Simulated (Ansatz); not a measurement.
TlCl:
```xyz
4
Lattice="2.0474 -5.7928 0.0000 2.0474 5.7928 0.0000 0.0000 0.0000 4.5683" Properties=species:S:1:pos:R:3 pbc="T T T"
Tl     2.0474     1.2602     3.4262
Tl     2.0474    -1.2602     1.1421
Cl     2.0474    -4.1575     1.1421
Cl     2.0474     4.1575     3.4262
```

Relaxed with LDA. Special points in fractions of this cell's reciprocal vectors: Γ (0.000, 0.000, 0.000); Y (-0.500, 0.500, 0.000); C0 (-0.281, 0.719, 0.000); Σ0 (0.281, 0.281, 0.000); Z (0.000, 0.000, 0.500); A0 (0.281, 0.281, 0.500); E0 (-0.281, 0.719, 0.500); T (-0.500, 0.500, 0.500); S (0.000, 0.500, 0.000); R (0.000, 0.500, 0.500).

**Question.** List the band energies nearest the valence-band maximum at these points for plane-wave PAW LDA with spin–orbit coupling (Ansatz code).

**Answer.** In eV from the valence-band maximum; about four levels below and three above (degenerate sets whole), none deeper than 8.9 eV; points with the same levels are listed once.

| k | below | above |
|---|---|---|
| Γ | -2.11 -2.11 -1.39 -1.39 | 4.28 4.28 5.34 5.34 |
| Y | -1.13 -1.13 -0.98 -0.98 | 2.85 2.85 4.85 4.85 |
| C0 | -0.75 -0.75 -0.17 -0.17 | 2.10 2.10 2.59 2.59 |
| Z | -0.38 -0.38 -0.38 -0.38 | 3.06 3.06 3.06 3.06 |
| A0 | -1.56 -1.56 -1.52 -1.52 | 3.29 3.29 3.84 3.84 |
| T | -0.31 -0.31 -0.31 -0.31 | 2.17 2.17 2.17 2.17 |
| S | -0.69 -0.69 -0.29 -0.29 | 2.28 2.28 2.36 2.36 |
| R | -1.57 -1.57 -1.57 -1.57 | 3.86 3.86 3.86 3.86 |

Space group Cmcm. The workflow started from a Materials Project entry (that database holds measured and hypothetical structures alike); the Crystallography Open Database copy checked does not list it. COD files the formula under space group No. 221, so this cell is another polymorph or a model. Whether it is the stable phase at ambient conditions was not checked. Symmetry was held in the LDA relaxation; whether a distortion lowers the energy is not shown. A crystal of weakly bound molecules computed without a dispersion correction: the cell and the soft elastic constants depend strongly on that.

Potentials: the later of the program's two PAW sets.
